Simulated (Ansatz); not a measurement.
Fields on a plane of Rh (fcc, Cu type)

```yaml
crystal:
  lattice:
    - [0.00000, 1.91513, 1.91513]
    - [1.91513, 0.00000, 1.91513]
    - [1.91513, 1.91513, 0.00000]
  atoms:
    - { symbol: Rh, position: [0.00000, 0.00000, 0.00000] }
```

The slice is a {110} plane (indices of the conventional cell) through the point (0.000, 0.000, 0.000) (fractional), spanned by u = [100] and v = [1 -1 -1] in vectors of this cell: u (2.71 Å) and v (3.83 Å, at 90° to u). It covers one period; positions are fractions (u, v).

Atoms on it: Rh at (0.00, 0.00).

Method: PBE (plane waves to 420 eV, PAW, scalar-relativistic; Ansatz, a first-principles code). k mesh 21×21×21. Inside the PAW spheres the values are not all-electron values, and peaks at nuclei hang on which shells count as valence. Rh is run without spin polarisation. Rh was relaxed with its symmetry unable to fall. The PAW data are Ansatz's earlier set.

```tsv
v \ u	0.00	0.15	0.30	0.45	0.60	0.75	0.90
0.93	x	x	x	10.5	7.8	x	x
0.86	x	x	x	12.0	10.4	x	x
0.79	x	x	9.2	13.3	12.5	<7.0	x
0.71	7.6	9.7	12.4	13.5	13.3	11.6	8.7
0.64	13.4	13.5	13.2	12.6	12.8	13.4	13.5
0.57	15.2	14.6	13.0	11.4	11.8	13.6	14.9
0.50	15.6	14.8	12.8	10.9	11.3	13.5	15.3
0.43	15.2	14.6	13.0	11.4	11.8	13.6	14.9
0.36	13.4	13.5	13.2	12.6	12.8	13.4	13.5
0.29	7.6	9.7	12.4	13.5	13.3	11.6	8.7
0.21	x	x	9.1	13.3	12.5	<7.0	x
0.14	x	x	x	12.0	10.4	x	x
0.07	x	x	x	10.5	7.8	x	x
0.00	x	x	x	9.8	<7.0	x	x
```

Values: electrostatic potential energy of an electron, from the cell's mean, in eV. Points within 1 Å of a nucleus are blanked (x), as the pseudised field means little there. Values under 7 eV are set to 7. The zero, the cell's mean, hangs on the PAW cores.

```tsv
v \ u	0.00	0.10	0.20	0.30	0.40	0.50	0.60	0.70	0.80	0.90
0.86	0.8	0.7	0.3	-0.1	-0.4	-0.5	-0.4	-0.1	0.3	0.7
0.71	-0.3	-0.4	-0.5	-0.5	-0.6	-0.6	-0.6	-0.5	-0.5	-0.4
0.57	-0.8	-0.8	-0.7	-0.6	-0.5	-0.5	-0.5	-0.6	-0.7	-0.7
0.43	-0.8	-0.7	-0.7	-0.6	-0.5	-0.5	-0.5	-0.6	-0.7	-0.8
0.29	-0.3	-0.4	-0.5	-0.5	-0.6	-0.6	-0.6	-0.5	-0.5	-0.4
0.14	0.8	0.7	0.3	-0.1	-0.4	-0.5	-0.4	-0.1	0.3	0.7
0.00	1.2	1.1	0.8	0.2	-0.3	-0.4	-0.3	0.2	0.8	1.1
```

Values: log₁₀ of the valence density in e/Å³. The scale is logarithmic, as a density can span decades between atoms and voids.

- Density on the Rh–Rh line (2.71 Å) at its midpoint: 0.37 e/Å³
- ELF at that point: 0.27
